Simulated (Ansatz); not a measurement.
Level of theory: DFT PBE, scalar-relativistic, plane waves, PAW (Ansatz 0.2.0). Cutoff 420 eV, Γ-centred meshes of about 0.25 Å⁻¹ or finer for metals and 0.3 Å⁻¹ for insulators (2π included), Gaussian smearing. No spin polarisation.

Temperature and zero-point effects are left out.

Compare these two cells of Hf4F3, each relaxed at this level.

1.

```xyz
7
Lattice="4.8815 0.0000 0.0000 0.0000 4.8815 0.0000 0.0000 0.0000 5.1424" Properties=species:S:1:pos:R:3 pbc="T T T"
Hf    1.3425    1.3425    1.5528
Hf    3.5390    3.5390    1.5528
Hf    3.5390    1.3425    3.5897
Hf    1.3425    3.5390    3.5897
F     0.0000    0.0000    0.0000
F     0.0000    0.0000    2.5712
F     2.4407    2.4407    0.0000
```

2.

```xyz
7
Lattice="3.1804 0.0000 0.0000 -1.5902 2.7543 0.0000 0.0000 0.0000 14.0944" Properties=species:S:1:pos:R:3 pbc="T T T"
Hf    1.5902    0.9181   12.2781
Hf    0.0000    1.8362    1.8163
Hf    1.5902    0.9181    4.2047
Hf    0.0000    1.8362    9.8898
F     0.0000    0.0000    0.0000
F     0.0000    1.8362    5.5995
F     1.5902    0.9181    8.4950
```

**Question.** Which is lower in energy, and by how much?

**Answer.** Cell 2 is lower, by 159 meV/atom. Cell 1 has space group P-42m (No. 111), 17.5 Å³/atom and no gap on its mesh; cell 2 has space group P-3m1 (No. 164), 17.6 Å³/atom and no gap. Counting F atoms around Hf (those within 1.25 times the shortest such distance or 1.15 times the sum of covalent radii, 1.27 where that leaves under three; a plus sign parts nearer from farther groups), cell 1 has Hf 2+1 and cell 2 has Hf 3. In cell 1, Hf has 2 F at 2.15–2.20 Å, 1 F at 2.45 Å and 3 Hf at 3.00–3.11 Å; F on its first site is surrounded by 4 Hf at 2.45 Å and 2 F at 2.57 Å; F on its second site is surrounded by 4 Hf at 2.15 Å and 2 F at 2.57 Å; 1 more site not described. In cell 2, Hf on its first site has 3 F at 2.58 Å and 9 Hf at 3.01–3.18 Å; Hf on its second site is surrounded by 3 F at 2.31 Å and 9 Hf at 3.01–3.18 Å; around F on a site of symmetry -3m lie 6 Hf at 2.58 Å and 6 F at 3.18 Å; 1 more site not described. Both come from trial cells of a structure search, whose lowest cell (Cm, 18.6 Å³/atom) lies 84 meV/atom below the lower of the two.

Spin–orbit coupling, which can matter for Hf, is left out. In P-42m, P-3m1 an odd number of electrons in the primitive cell allows no gap without spin; a larger cell or a magnetic state could open one. A magnetic state wasn't ruled out in cells without spin, among them P-42m, P-3m1. With atoms moved at random, cell 2 (by 84 meV/atom) fell into a lower structure. Cell 1 had no clear such test and can be a saddle point. Some candidate types were left out of the draw beforehand, so a known form may be missing.
